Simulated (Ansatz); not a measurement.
Input:

CuI:
```cif
data_Cu2I2
_chemical_formula_sum 'Cu2 I2'
_space_group_name_H-M_alt 'P 1'
_space_group_IT_number 1
_cell_length_a 3.95764
_cell_length_b 3.95764
_cell_length_c 6.18018
_cell_angle_alpha 90.000
_cell_angle_beta 90.000
_cell_angle_gamma 90.000
loop_
_space_group_symop_operation_xyz
  'x, y, z'
loop_
_atom_site_label
_atom_site_type_symbol
_atom_site_fract_x
_atom_site_fract_y
_atom_site_fract_z
_atom_site_occupancy
Cu1 Cu 0.00000 0.00000 0.50000 1
Cu2 Cu 0.50000 0.50000 0.50000 1
I1 I 0.00000 0.50000 0.77103 1
I2 I 0.50000 0.00000 0.22897 1
```

This is the LDA-relaxed structure.

Problem. All from the program Ansatz at the LDA level (PAW), unless another level is named. Predict the highest zone-centre frequency (without LO–TO term).

Solution. 165 cm^-1.

Problem. Predict the bulk modulus (Birch–Murnaghan fit).

Solution. 209 kbar.

Space group P4/nmm. The cell is a constructed one: a structure type filled with these elements; the Crystallography Open Database copy checked does not list it. It is not the phase usual at ambient conditions (space group No. 216). Symmetry was held in the LDA relaxation; phonons on a q-mesh show weakly imaginary modes. No spin polarisation was allowed. A crystal of weakly bound layers computed without a dispersion correction: the cell and the soft elastic constants depend strongly on that. Scalar-relativistic: spin–orbit coupling is off unless named, which matters more the heavier the elements.

Potentials: the later of the program's two PAW sets.
